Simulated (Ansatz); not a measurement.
Here is the system:

InP:
```cif
data_InP
_chemical_formula_sum 'P1 In1'
_space_group_name_H-M_alt 'P 1'
_space_group_IT_number 1
_cell_length_a 4.21358
_cell_length_b 4.21358
_cell_length_c 4.21358
_cell_angle_alpha 60.000
_cell_angle_beta 60.000
_cell_angle_gamma 60.000
loop_
_space_group_symop_operation_xyz
  'x, y, z'
loop_
_atom_site_label
_atom_site_type_symbol
_atom_site_fract_x
_atom_site_fract_y
_atom_site_fract_z
_atom_site_occupancy
P1 P 0.75000 0.75000 0.75000 1
In1 In 0.00000 0.00000 0.00000 1
```

This is the PBE-relaxed structure.

Problem. All from PBE (plane waves, PAW; program Ansatz), unless another level is named. Estimate the electron effective mass.

Solution. 0.036 mₑ (isotropic).

Problem. Give the gap with spin–orbit coupling.

Solution. 0.42 eV.

Problem. What about the hole effective mass, band 2 of 3 at the edge?

Solution. 0.46 along [100], 0.46 along [110], 1.0 along [111] (mₑ).

Problem. Give the Z2 indices of the occupied bands with spin–orbit coupling.

Solution. 0;(000).

Problem. Next, the valence-band maximum?

Solution. at Γ.

Space group F-43m (zinc blende). Symmetry was held in the PBE relaxation; of distortions, only those at the zone centre were tested. Scalar-relativistic: spin–orbit coupling is off unless named, which matters more the heavier the elements.

Potentials: the later of the program's two PAW sets.
